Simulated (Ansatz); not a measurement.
This run works on a generated trial structure, not on a known crystal.

Input and command of a plane-wave DFT calculation in Ansatz:

```yaml
crystal:
  lattice:
    - [3.621276729, 0.0, 0.0]
    - [-1.8106383645, 3.1361176415, 0.0]
    - [0.0, 0.0, 7.9952802237]
  atoms:
    - { symbol: P, position: [0.0, 0.0, 0.5] }
    - { symbol: C, position: [0.0, 0.7772952295, 0.0] }
    - { symbol: C, position: [0.7772952295, 0.0, 0.0] }
    - { symbol: C, position: [0.2227047705, 0.2227047705, 0.0] }
    - { symbol: C, position: [0.6666666667, 0.3333333333, 0.5] }
    - { symbol: C, position: [0.3333333333, 0.6666666667, 0.5] }
basis:
  ecutwfc: 420
kpoints:
  mp_grid: { grid: [12, 12, 6] }
hamiltonian:
  xc: pbe
scf:
  occupations: { method: gaussian, width: 0.1 }
output:
  forces: true
  stress: true
  eigenvalues: true
  write_density: true
  write_potential: true
  elf: true
  volumetric_format: npy
relax:
  adjacent_minimum: "off"
  f_tol: 0.01
  max_steps: 80
  cell: { stress_tol: 0.05 }
```

```bash
ansatz run input.yaml --threads 1 --pin off --max-ram 2560MiB --backend cpu --events-out ev --progress --plain --runs-dir out
```

Processor: Arm Neoverse V1, 1 thread, on a host shared with other jobs.

Task: How long does it run, and how much memory does it take?

Result: About 3.4 min, peak memory 0.41 GiB. It solves 19 bands at 76 k points (after reduction by symmetry) with about 1853 plane waves (on the last cell), in 66 SCF iterations over 12 ionic steps.
